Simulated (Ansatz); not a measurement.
GeW:
```
GeW
1.0
    1.58996    -4.56171     0.00000
    1.58996     4.56171     0.00000
    0.00000     0.00000     4.38431
Ge W
2 2
Direct
  0.59808   0.40192   0.75000
  0.40192   0.59808   0.25000
  0.87419   0.12581   0.75000
  0.12581   0.87419   0.25000
```

Relaxed with PBE. Special points in fractions of this cell's reciprocal vectors: Γ (0.000, 0.000, 0.000); Y (-0.500, 0.500, 0.000); C0 (-0.280, 0.720, 0.000); Σ0 (0.280, 0.280, 0.000); Z (0.000, 0.000, 0.500); A0 (0.280, 0.280, 0.500); E0 (-0.280, 0.720, 0.500); T (-0.500, 0.500, 0.500); S (0.000, 0.500, 0.000); R (0.000, 0.500, 0.500).

List the band energies nearest the Fermi level at these points for the program Ansatz at the PBE level (PAW).

In eV from the Fermi level; about four levels below and three above (degenerate sets whole), none deeper than 8.9 eV; points with the same levels are listed once.

| k | below | above |
|---|---|---|
| Γ | -2.49 -2.25 -1.27 -0.48 | 0.34 0.50 0.85 |
| Y | -2.39 -1.57 -0.77 -0.31 | 1.29 1.30 2.38 2.38 |
| C0 | -3.20 -1.52 -1.41 -0.58 | 0.40 1.35 2.31 |
| Z | -2.00 -2.00 -1.49 -1.49 | 1.56 1.56 2.99 2.99 |
| A0 | -2.49 -2.49 -0.53 -0.53 | 1.10 1.10 2.06 2.06 |
| T | -1.75 -1.75 -1.06 -1.06 | 0.44 0.44 2.18 2.18 |
| S | -4.17 -3.32 -1.74 -1.30 | 0.65 1.16 1.73 |
| R | -2.76 -2.76 -0.56 -0.56 | 1.13 1.13 2.21 2.21 |

Space group Cmcm. The cell is a constructed one: a structure type filled with these elements; neither database checked (COD, Materials Project) lists it. Its standing as an ambient phase is unchecked. The PBE relaxation kept the symmetry of its start; whether a distortion lowers the energy is not shown. No spin polarisation was allowed. Spin–orbit coupling is left out wherever it is not named.

Potentials: the later of the program's two PAW sets.
